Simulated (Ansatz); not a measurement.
Does relaxation matter for the field gradients of CdSe with Na replacing Cd?

Start: a supercell of CdSe (wurtzite type, P6_3mc) built from a COD entry (the entry's cell lengths or inner coordinates differ somewhat from later room-temperature determinations), with all atoms left at the host's positions.

```yaml
crystal:
  lattice:
    - [12.90000, 0.00000, 0.00000]
    - [-4.30000, 7.44782, 0.00000]
    - [0.00000, 0.00000, 14.04000]
  atoms:
    - { symbol: Na, position: [0.11111, 0.33333, 0.00000] }
    - { symbol: Cd, position: [0.11111, 0.33333, 0.50000] }
    - { symbol: Cd, position: [0.11111, 0.83333, 0.00000] }
    - { symbol: Cd, position: [0.11111, 0.83333, 0.50000] }
    - { symbol: Cd, position: [0.44444, 0.33333, 0.00000] }
    - { symbol: Cd, position: [0.44444, 0.33333, 0.50000] }
    - { symbol: Cd, position: [0.44444, 0.83333, 0.00000] }
    - { symbol: Cd, position: [0.44444, 0.83333, 0.50000] }
    - { symbol: Cd, position: [0.77778, 0.33333, 0.00000] }
    - { symbol: Cd, position: [0.77778, 0.33333, 0.50000] }
    - { symbol: Cd, position: [0.77778, 0.83333, 0.00000] }
    - { symbol: Cd, position: [0.77778, 0.83333, 0.50000] }
    - { symbol: Cd, position: [0.22222, 0.16667, 0.25000] }
    - { symbol: Cd, position: [0.22222, 0.16667, 0.75000] }
    - { symbol: Cd, position: [0.22222, 0.66667, 0.25000] }
    - { symbol: Cd, position: [0.22222, 0.66667, 0.75000] }
    - { symbol: Cd, position: [0.55556, 0.16667, 0.25000] }
    - { symbol: Cd, position: [0.55556, 0.16667, 0.75000] }
    - { symbol: Cd, position: [0.55556, 0.66667, 0.25000] }
    - { symbol: Cd, position: [0.55556, 0.66667, 0.75000] }
    - { symbol: Cd, position: [0.88889, 0.16667, 0.25000] }
    - { symbol: Cd, position: [0.88889, 0.16667, 0.75000] }
    - { symbol: Cd, position: [0.88889, 0.66667, 0.25000] }
    - { symbol: Cd, position: [0.88889, 0.66667, 0.75000] }
    - { symbol: Se, position: [0.11111, 0.33333, 0.19250] }
    - { symbol: Se, position: [0.11111, 0.33333, 0.69250] }
    - { symbol: Se, position: [0.11111, 0.83333, 0.19250] }
    - { symbol: Se, position: [0.11111, 0.83333, 0.69250] }
    - { symbol: Se, position: [0.44444, 0.33333, 0.19250] }
    - { symbol: Se, position: [0.44444, 0.33333, 0.69250] }
    - { symbol: Se, position: [0.44444, 0.83333, 0.19250] }
    - { symbol: Se, position: [0.44444, 0.83333, 0.69250] }
    - { symbol: Se, position: [0.77778, 0.33333, 0.19250] }
    - { symbol: Se, position: [0.77778, 0.33333, 0.69250] }
    - { symbol: Se, position: [0.77778, 0.83333, 0.19250] }
    - { symbol: Se, position: [0.77778, 0.83333, 0.69250] }
    - { symbol: Se, position: [0.22222, 0.16667, 0.44250] }
    - { symbol: Se, position: [0.22222, 0.16667, 0.94250] }
    - { symbol: Se, position: [0.22222, 0.66667, 0.44250] }
    - { symbol: Se, position: [0.22222, 0.66667, 0.94250] }
    - { symbol: Se, position: [0.55556, 0.16667, 0.44250] }
    - { symbol: Se, position: [0.55556, 0.16667, 0.94250] }
    - { symbol: Se, position: [0.55556, 0.66667, 0.44250] }
    - { symbol: Se, position: [0.55556, 0.66667, 0.94250] }
    - { symbol: Se, position: [0.88889, 0.16667, 0.44250] }
    - { symbol: Se, position: [0.88889, 0.16667, 0.94250] }
    - { symbol: Se, position: [0.88889, 0.66667, 0.44250] }
    - { symbol: Se, position: [0.88889, 0.66667, 0.94250] }
```

Atoms are numbered from 1 in the order listed; like atoms form one site, named after its first atom.

All values are calculated (Ansatz; DFT, PBE, plane waves and PAW, scalar-relativistic, 420 eV cutoff, Γ-centred 2×3×2 k-points, Fermi–Dirac smearing 0.01 eV, cell charge -1), not measured.

The largest force at the start is 0.67 eV/Å. Relaxing the ions at fixed cell moves them by 0.129 Å at most (atom 1, Na) and 0.058 Å rms.

```json
{"site": "Na", "atom": "1", "moved (Å)": "0.129", "first shell before": "4 Se at 2.61–2.70 Å", "first shell after": "4 Se at 2.68–2.69 Å", "V_zz before (10²¹ V/m²)": "0.43", "η before": "0.04"}
{"site": "Cd3", "atom": "3", "moved (Å)": "0.095", "first shell before": "4 Se at 2.61–2.70 Å", "first shell after": "4 Se at 2.59–2.67 Å", "V_zz before (10²¹ V/m²)": "4.79", "η before": "0.26"}
{"site": "Cd4", "atom": "4", "moved (Å)": "0.049", "first shell before": "4 Se at 2.61–2.70 Å", "first shell after": "4 Se at 2.62–2.63 Å", "V_zz before (10²¹ V/m²)": "2.52", "η before": "0.08"}
{"site": "Cd6", "atom": "6", "moved (Å)": "0.040", "first shell before": "4 Se at 2.61–2.70 Å", "first shell after": "4 Se at 2.63–2.64 Å", "V_zz before (10²¹ V/m²)": "2.67", "η before": "0.14"}
{"site": "Cd8", "atom": "8", "moved (Å)": "0.051", "first shell before": "4 Se at 2.61–2.70 Å", "first shell after": "4 Se at 2.63–2.64 Å", "V_zz before (10²¹ V/m²)": "2.68", "η before": "0.14"}
{"site": "Cd12", "atom": "12", "moved (Å)": "0.045", "first shell before": "4 Se at 2.61–2.70 Å", "first shell after": "4 Se at 2.63–2.64 Å", "V_zz before (10²¹ V/m²)": "2.71", "η before": "0.11"}
{"site": "Cd14", "atom": "14", "moved (Å)": "0.058", "first shell before": "4 Se at 2.61–2.70 Å", "first shell after": "4 Se at 2.59–2.65 Å", "V_zz before (10²¹ V/m²)": "1.08", "η before": "0.47"}
{"site": "Cd16", "atom": "16", "moved (Å)": "0.062", "first shell before": "4 Se at 2.61–2.70 Å", "first shell after": "4 Se at 2.59–2.65 Å", "V_zz before (10²¹ V/m²)": "1.10", "η before": "0.47"}
{"site": "Cd17", "atom": "17", "moved (Å)": "0.010", "first shell before": "4 Se at 2.61–2.70 Å", "first shell after": "4 Se at 2.63–2.65 Å", "V_zz before (10²¹ V/m²)": "3.49", "η before": "0.03"}
{"site": "Cd18", "atom": "18", "moved (Å)": "0.048", "first shell before": "4 Se at 2.61–2.70 Å", "first shell after": "4 Se at 2.63–2.64 Å", "V_zz before (10²¹ V/m²)": "2.54", "η before": "0.01"}
{"site": "Cd20", "atom": "20", "moved (Å)": "0.067", "first shell before": "4 Se at 2.61–2.70 Å", "first shell after": "4 Se at 2.63–2.64 Å", "V_zz before (10²¹ V/m²)": "2.61", "η before": "0.01"}
{"site": "Cd22", "atom": "22", "moved (Å)": "0.029", "first shell before": "4 Se at 2.61–2.70 Å", "first shell after": "4 Se at 2.59–2.65 Å", "V_zz before (10²¹ V/m²)": "1.23", "η before": "0.49"}
{"site": "Cd24", "atom": "24", "moved (Å)": "0.095", "first shell before": "4 Se at 2.61–2.70 Å", "first shell after": "4 Se at 2.63–2.64 Å", "V_zz before (10²¹ V/m²)": "2.58", "η before": "0.09"}
{"site": "Se39", "atom": "39", "moved (Å)": "0.024", "first shell before": "4 Cd at 2.61–2.70 Å", "first shell after": "4 Cd at 2.63–2.64 Å", "V_zz before (10²¹ V/m²)": "-2.93", "η before": "0.21"}
{"site": "Se40", "atom": "40", "moved (Å)": "0.059", "first shell before": "3 Cd at 2.61–2.70 Å, 1 Na at 2.61 Å", "first shell after": "3 Cd at 2.59 Å, 1 Na at 2.69 Å", "V_zz before (10²¹ V/m²)": "-18.37", "η before": "0.07"}
{"site": "Se46", "atom": "46", "moved (Å)": "0.118", "first shell before": "1 Na at 2.61 Å, 3 Cd at 2.61–2.70 Å", "first shell after": "3 Cd at 2.59 Å, 1 Na at 2.69 Å", "V_zz before (10²¹ V/m²)": "-17.49", "η before": "0.03"}
```

Question: What are V_zz and η after the relaxation?

Answer: 

| site | atom | V_zz after | η after | change of V_zz |
| --- | --- | --- | --- | --- |
| Na | 1 | 0.19 | 0.93 | – |
| Cd3 | 3 | 4.90 | 0.75 | +0.11 |
| Cd4 | 4 | -0.45 | 0.25 | -2.97 |
| Cd6 | 6 | 0.41 | 0.75 | – |
| Cd8 | 8 | -0.43 | 0.44 | -3.11 |
| Cd12 | 12 | -0.39 | 0.40 | -3.10 |
| Cd14 | 14 | -2.98 | 0.14 | -4.06 |
| Cd16 | 16 | -3.06 | 0.13 | -4.16 |
| Cd17 | 17 | 1.21 | 0.18 | -2.28 |
| Cd18 | 18 | -0.57 | 0.32 | -3.11 |
| Cd20 | 20 | -1.05 | 0.13 | -3.66 |
| Cd22 | 22 | -2.57 | 0.05 | -3.80 |
| Cd24 | 24 | -1.48 | 0.34 | -4.06 |
| Se39 | 39 | -1.47 | 0.56 | +1.46 |
| Se40 | 40 | -16.58 | 0.11 | +1.79 |
| Se46 | 46 | -18.22 | 0.05 | -0.73 |

The largest change of V_zz along a kept axis is on Cd16, from 1.10 to -3.06. In per cent, |V_zz| changes by -65 to +2 on Cd, -50 to +4 on Se (all sites that start above 0.5, bar those whose gradient vanishes or changes sign or whose main axis turns by over 40°). Where |V_zz| stays above 0.1 and the axes keep their order, η moves most on Cd3, from 0.26 to 0.75. On Cd8, Cd24, Se28, Se36, Se34 (not all in the table) V_xx and V_yy change places (or their axes turn by over 50°), so the two values of η hide a larger change. V_zz changes sign on Cd12 (axis turned by 21°), Cd8 (same axis), Cd20 (axis turned by 13°), Cd24 (same axis), Cd18 (same axis), Cd4 (same axis), Cd22 (axis turned by 29°), Cd16 (axis turned by 22°) and 4 more sites (not all in the table). On Cd6, Na, Cd5, Cd9, Cd7, Cd11, Cd13, Cd15 and 17 more sites (not all in the table) the largest principal value lies along another axis in the second run, so the two V_zz can't be compared directly. The table leaves out 32 of the 48 sites, with |V_zz| up to 18.38; their tensors move by 2.93 at most along any direction. The statements above cover all sites. The host's own positions weren't relaxed first, so part of the change far from the defect can be the host's relaxation.

The defect repeats with the cell of 48 atoms, so it feels its images: sites between two images don't show the values beside a lone defect, and zeros or small values of η there can come from the images' arrangement. Cd and Se carry a gradient in the pure host already, so the values there aren't the defect's effect alone. A uniform background compensates the cell's charge. Without spin–orbit coupling (the program notes it for Cd) the gradients can shift somewhat, as the gap is small.
Before: With a gap of 0.6 eV on this mesh, small gradients can still move by 0.1 × 10²¹ V/m² or more as the k-mesh gets denser. The neighbours have not yet relaxed around the defect (largest force 0.67 eV/Å), so a real crystal will differ.
After: With a gap of 0.7 eV on this mesh, small gradients can still move by 0.1 × 10²¹ V/m² or more as the k-mesh gets denser.
